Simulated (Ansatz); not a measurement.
# Two Ansatz runs on HfB

The cell comes from COD entry 1511179, which wasn't checked; take it as a given geometry. The listed cell was then made from it by scaling, straining or moving an atom.

First run: DFT, r2SCAN, PAW with Ansatz's default frozen-core files, scalar-relativistic (Ansatz 0.2.0).

Command: `ansatz run input.yaml --threads 1 --pin off --max-ram 2048MiB --backend cpu --events-out ev --progress --plain --runs-dir out` The run took about 41 s on 1 thread of a shared machine.

```yaml
crystal:
  lattice:
    - [0.0, 2.2628439111, 2.2628439111]
    - [2.2628439111, 0.0, 2.2628439111]
    - [2.2628439111, 2.2628439111, 0.0]
  atoms:
    - { symbol: Hf, position: [0.5, 0.5, 0.5] }
    - { symbol: B, position: [0.0, 0.0, 0.0] }
kpoints:
  mp_grid: { grid: [12, 12, 12] }
scf:
  occupations: { method: fermi_dirac, width: 0.05 }
hamiltonian:
  xc: r2scan
  pseudopotentials: { kind: paw }
output:
  forces: true
  stress: true
  efg: { contact_densities: true }
  write_density: true
  write_potential: true
  elf: true
  volumetric_format: npy
relax:
  f_tol: 0.005
  max_steps: 80
  cell: {}
```

Result: converged; relaxed volume 14.033 Å³/atom; 47 SCF iterations in all.

Spin polarisation is left out, and whether a magnetic state lies lower isn't shown here.

Spin–orbit coupling is left out, though it moves levels of the heavy atoms by tenths of an eV or more.

The input is then changed:

```diff
@@ -10,8 +10,9 @@
   mp_grid: { grid: [12, 12, 12] }
 scf:
-  occupations: { method: fermi_dirac, width: 0.05 }
+  occupations: { method: gaussian, width: 0.025 }
 hamiltonian:
   xc: r2scan
   pseudopotentials: { kind: paw }
+  dispersion: d3bjatm
 output:
   forces: true
@@ -26,3 +27,5 @@
   max_steps: 80
   cell: {}
+basis:
+  ecutwfc: "200 eV"
```

Problem. What does the second run give?

Solution. It converged; relaxed volume 13.347 Å³/atom; 163 SCF iterations in all. Some of these settings are too coarse for converged properties.
